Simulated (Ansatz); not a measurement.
Data:

SrBiIO₂:
```cif
data_Bi2I2O4Sr2
_chemical_formula_sum 'Sr2 Bi2 I2 O4'
_space_group_name_H-M_alt 'P 1'
_space_group_IT_number 1
_cell_length_a 7.46033
_cell_length_b 7.46033
_cell_length_c 5.76482
_cell_angle_alpha 90.000
_cell_angle_beta 90.000
_cell_angle_gamma 133.371
loop_
_space_group_symop_operation_xyz
  'x, y, z'
loop_
_atom_site_label
_atom_site_type_symbol
_atom_site_fract_x
_atom_site_fract_y
_atom_site_fract_z
_atom_site_occupancy
Sr1 Sr 0.90702 0.09298 0.75000 1
Sr2 Sr 0.09298 0.90702 0.25000 1
Bi1 Bi 0.57299 0.42701 0.75000 1
Bi2 Bi 0.42701 0.57299 0.25000 1
I1 I 0.24419 0.75581 0.75000 1
I2 I 0.75581 0.24419 0.25000 1
O1 O 0.26996 0.26996 0.00000 1
O2 O 0.73004 0.73004 0.00000 1
O3 O 0.73004 0.73004 0.50000 1
O4 O 0.26996 0.26996 0.50000 1
```

This is the r²SCAN-relaxed structure.

### Question
All from r²SCAN in the plane-wave PAW code Ansatz, unless another level is named. Predict the band gap.

### Answer
3.34 eV (indirect).

### Question
What about the electron effective mass with spin–orbit coupling?

### Answer
0.58, 3.2, 14 mₑ (principal values).

### Question
And the hole effective mass?

### Answer
1.0, 2.8, 3.0 mₑ (principal values).

### Question
Next, the gap with spin–orbit coupling?

### Answer
3.14 eV.

### Question
Predict the weight of the conduction-edge state by species (Voronoi cells).

### Answer
Bi 37 %, O 24 %, I 21 %, Sr 19 %.

Space group Cmcm. The first step of the workflow began from a Materials Project structure, measured or hypothetical; the Crystallography Open Database files this formula in space group No. 63, but the cells were not matched. Its standing as an ambient phase is unchecked. Symmetry was held in the r²SCAN relaxation; whether a distortion lowers the energy is not shown. Spin–orbit coupling is left out wherever it is not named.

Potentials: the later of the program's two PAW sets.
